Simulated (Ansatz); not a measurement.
Cs2ScAgCl6:
```xyz
10
Lattice="0.0000 5.2343 5.2343 5.2343 0.0000 5.2343 5.2343 5.2343 0.0000" Properties=species:S:1:pos:R:3 pbc="T T T"
Cs     7.8515     7.8515     7.8515
Cs     2.6172     2.6172     2.6172
Sc     0.0000     0.0000     0.0000
Ag     5.2343     5.2343     5.2343
Cl     2.4973     5.2343     5.2343
Cl     7.9713     5.2343     5.2343
Cl     5.2343     2.4973     5.2343
Cl     5.2343     7.9713     5.2343
Cl     5.2343     5.2343     2.4973
Cl     5.2343     5.2343     7.9713
```

Relaxed with r²SCAN.

Q: Map the electron localisation function on the plane through (0.750, 0.750, 0.750) spanned by u = [1, 0, 0] and v = [-1, 1, 1] in lattice vectors, from DFT-r²SCAN in the program Ansatz with PAW potentials.

A: x is the fraction of u, y of v (the angle between them is 90°; rows are the nearest grid lines); atoms in the plane: Cs at (0.00, 0.00), Cs at (0.00, 0.50), Sc at (0.50, 0.25), Ag at (0.50, 0.75), Cl at (0.50, 0.49), Cl at (0.50, 0.01).
```
y \ x   0.000  0.0811  0.189  0.270  0.351  0.459  0.541  0.649  0.730  0.811  0.919   1.00
------  -----  ------  -----  -----  -----  -----  -----  -----  -----  -----  -----  -----
1.00    0.001   0.698  0.634  0.044  0.825  0.586  0.587  0.825  0.044  0.634  0.698  0.001
0.925   0.868   0.897  0.315  0.018  0.473  0.814  0.814  0.474  0.018  0.316  0.897  0.868
0.850   0.492   0.196  0.009  0.017  0.062  0.170  0.170  0.062  0.017  0.009  0.198  0.492
0.775   0.003   0.006  0.017  0.035  0.183  0.676  0.676  0.183  0.035  0.017  0.006  0.003
0.700   0.009   0.007  0.015  0.031  0.146  0.569  0.569  0.146  0.031  0.015  0.007  0.009
0.625   0.799   0.648  0.020  0.011  0.048  0.090  0.090  0.048  0.011  0.020  0.649  0.799
0.550   0.537   0.871  0.515  0.026  0.709  0.859  0.859  0.709  0.027  0.511  0.871  0.537
0.450   0.537   0.871  0.463  0.041  0.776  0.769  0.768  0.776  0.041  0.466  0.870  0.537
0.375   0.799   0.631  0.018  0.018  0.154  0.511  0.511  0.153  0.018  0.018  0.629  0.799
0.300   0.009   0.008  0.027  0.045  0.025  0.763  0.762  0.025  0.045  0.027  0.008  0.009
0.225   0.003   0.008  0.031  0.053  0.041  0.599  0.601  0.042  0.053  0.031  0.008  0.003
0.150   0.492   0.174  0.013  0.024  0.037  0.103  0.106  0.037  0.024  0.013  0.171  0.492
0.0750  0.868   0.896  0.251  0.032  0.678  0.854  0.854  0.679  0.032  0.249  0.896  0.868
0.000   0.001   0.698  0.634  0.044  0.825  0.586  0.587  0.825  0.044  0.634  0.698  0.001
```

The density is the valence pseudo-density with augmentation charge, so density and ELF within about 1 Å of a nucleus are not all-electron values.

Space group Fm-3m. The first step of the workflow began from a Materials Project structure, measured or hypothetical; the Crystallography Open Database copy checked does not list it. Its standing as an ambient phase is unchecked. Symmetry was held in the r²SCAN relaxation; whether a distortion lowers the energy is not shown. No spin polarisation was allowed. Scalar-relativistic: spin–orbit coupling is off unless named, which matters more the heavier the elements.

Potentials: the later of the program's two PAW sets.
